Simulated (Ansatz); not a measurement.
Al$_{2}$Cu:
```cif
data_Al8Cu4
_chemical_formula_sum 'Al8 Cu4'
_space_group_name_H-M_alt 'I4/mcm'
_space_group_IT_number 140
_space_group_name_Hall '-I 4 2c'
_cell_length_a 5.99680
_cell_length_b 5.99680
_cell_length_c 4.80453
_cell_angle_alpha 90.000
_cell_angle_beta 90.000
_cell_angle_gamma 90.000
loop_
_atom_site_label
_atom_site_type_symbol
_atom_site_symmetry_multiplicity
_atom_site_Wyckoff_symbol
_atom_site_fract_x
_atom_site_fract_y
_atom_site_fract_z
_atom_site_occupancy
Al1 Al 8 h 0.15935 0.34065 0.00000 1
Cu1 Cu 4 a 0.00000 0.00000 0.25000 1
```
(The calculation used a cell of 6 atoms; values per cell refer to that cell.)

Relaxed at zero pressure with the program Ansatz at the r²SCAN level (PAW).

Problem. The volume is raised by 3 % and shape and atoms relax at that volume. What pressure results, and how do the axes share the change?

Solution. -3.1 GPa; a 1.0 %, b 1.0 %, c 1.0 %; the energy rises by 4 meV/atom.

Problem. Give the new structure.

Solution. 
Space group I4/mcm (No. 140); a = 6.0549 Å, b = 6.0549 Å, c = 4.8542 Å, α = 90.00°, β = 90.00°, γ = 90.00°

```json
[
 {"atom": "Al", "site": "8h", "symmetry": "m.2m", "x": "0.1597", "y": "0.3403", "z": "0.0000"},
 {"atom": "Cu", "site": "4a", "symmetry": "422", "x": "0.0000", "y": "0.0000", "z": "0.2500"}
]
```

The phase is kept; no other phase was compared at this pressure.

The cell was relaxed with r²SCAN under the symmetry of its start; of distortions, only those at the zone centre were tested. The run is not spin-polarised. Axis ratios of metals converge slowly with the k-mesh, so a and c are less sure than the volume.

Potentials: the later of the program's two PAW sets.
